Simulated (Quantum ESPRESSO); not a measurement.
**Band energies of Ca2H3Br**

```xyz
6
Lattice="3.9029 0.0000 0.0000 -1.9515 3.3800 0.0000 0.0000 0.0000 6.8535" Properties=species:S:1:pos:R:3 pbc="T T T"
H      1.9515     1.1267     5.8288
H      0.0000     2.2534     1.0247
H      0.0000     0.0000     0.0000
Ca     1.9515     1.1267     1.2731
Ca     0.0000     2.2534     5.5804
Br     0.0000     0.0000     3.4268
```

PBEsol (Quantum ESPRESSO, PseudoDojo norm-conserving, 72 Ry, with spin-orbit coupling); path ΓMKΓALHA,LM,KH; energies in eV from the valence-band maximum.

```
k (1/Å)  point  band 30  band 31  band 32  band 33  band 34  band 35  band 36  band 37
-------  -----  -------  -------  -------  -------  -------  -------  -------  -------
0.00         Γ    -0.26     2.12     2.12     2.12     2.12     2.18     2.18     2.22
0.37              -1.41     2.23     2.23     2.39     2.39     2.56     2.56     2.71
0.74              -2.99     2.19     2.19     2.52     2.52     2.64     2.64     3.05
0.93         M    -3.41     2.10     2.10     2.57     2.57     2.67     2.67     2.96
1.20              -3.37     1.73     1.73     2.30     2.30     2.54     2.54     3.30
1.47         K    -3.59     1.64     1.64     1.64     1.64     2.65     2.65     3.68
1.64              -3.30     1.60     1.60     2.00     2.00     2.59     2.59     3.33
2.00              -2.11     2.21     2.21     2.48     2.48     2.53     2.53     2.65
2.36              -0.60     2.12     2.12     2.18     2.18     2.34     2.34     2.35
2.54         Γ    -0.26     2.12     2.12     2.12     2.12     2.18     2.18     2.22
2.77              -0.14     2.01     2.01     2.01     2.01     2.02     2.02     2.41
3.00         A     0.00     1.69     1.69     1.92     1.92     1.93     1.93     2.67
3.18              -0.61     1.82     1.82     2.03     2.03     2.43     2.43     2.68
3.56              -2.38     1.53     1.53     2.02     2.02     2.35     2.35     3.19
3.93         L    -3.01     1.47     1.47     1.97     1.97     2.27     2.27     3.64
4.28              -3.26     2.13     2.13     2.29     2.29     2.32     2.32     3.66
4.46         H    -3.47     2.34     2.34     2.36     2.36     2.38     2.38     3.74
4.60              -3.35     2.06     2.06     2.41     2.41     2.46     2.46     3.47
4.87              -2.74     1.44     1.44     2.57     2.57     2.60     2.60     2.88
5.13              -1.70     1.52     1.52     2.50     2.50     2.63     2.63     2.70
5.40              -0.36     1.78     1.78     1.98     1.98     2.33     2.33     2.56
5.54         A     0.00     1.69     1.69     1.92     1.92     1.93     1.93     2.67
5.54         L    -3.01     1.47     1.47     1.97     1.97     2.27     2.27     3.64
5.84              -3.27     1.95     1.95     2.45     2.45     2.48     2.48     3.07
6.00         M    -3.41     2.10     2.10     2.57     2.57     2.67     2.67     2.96
6.00         K    -3.59     1.64     1.64     1.64     1.64     2.65     2.65     3.68
6.45         H    -3.47     2.34     2.34     2.36     2.36     2.38     2.38     3.74
```

The PBEsol gap is indirect, 1.38 eV, from A to 50 % of the way from H to A; the smallest direct gap is 1.69 eV.

Geometry of the Materials Project entry, not relaxed at this level.

The structure is a Materials Project entry; no match was found in the copy of COD used, and its stability was not checked.
